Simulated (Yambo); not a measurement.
Yambo run on CdS (zinc blende, space group F-43m, No. 216). The wavefunctions are norm-conserving PBEsol (Quantum ESPRESSO, 102 Ry, with spin-orbit coupling) ones on a 4×4×4 mesh (26 occupied bands); a = b = c = 4.119 Å, α = β = γ = 60.00°.

Yambo input:

```
rim_cut
gw0
dyson
el_el_corr
HF_and_locXC
ppa
em1d
RandQpts= 1000000
RandGvec= 1 Ry
EXXRLvcs= 102 Ry
VXCRLvcs= 408 Ry
Chimod= "HARTREE"
% BndsRnXp
 9 | 152 |
%
NGsBlkXp= 10 Ry
% LongDrXp
 1.0 | 1.0 | 1.0 |
%
PPAPntXp= 27.2114 eV
% GbndRnge
 1 | 152 |
%
GTermKind= "BG"
DysSolver= "n"
ExtendOut
% QPkrange
 1 | 1 | 26 | 27 |
%
```

k points by index: 1 = Γ.

The o-*.qp file then holds:

```
#    K-point    Band    Eo [eV]    E [eV]    E-Eo [eV]    Vxc [eV]    Vnlxc [eV]    Sc|Eo [eV]    Sc|E [eV]    dSc/dw|Eo [eV]    Re(Z)    Im(Z)
#
    1    26    0.000000    -0.862160    -0.862160    -15.24714    -18.31190    1.966132    2.202599    -7.462471    0.784779    -0.001400
    1    27    0.997986    1.315721    0.317735    -10.79802    -6.807560    -3.599909    -3.672728    -6.234384    0.813595    -0.001280
```
(The two width columns are left out.) Convergence of these settings isn't established.

Geometry relaxed with PBEsol.
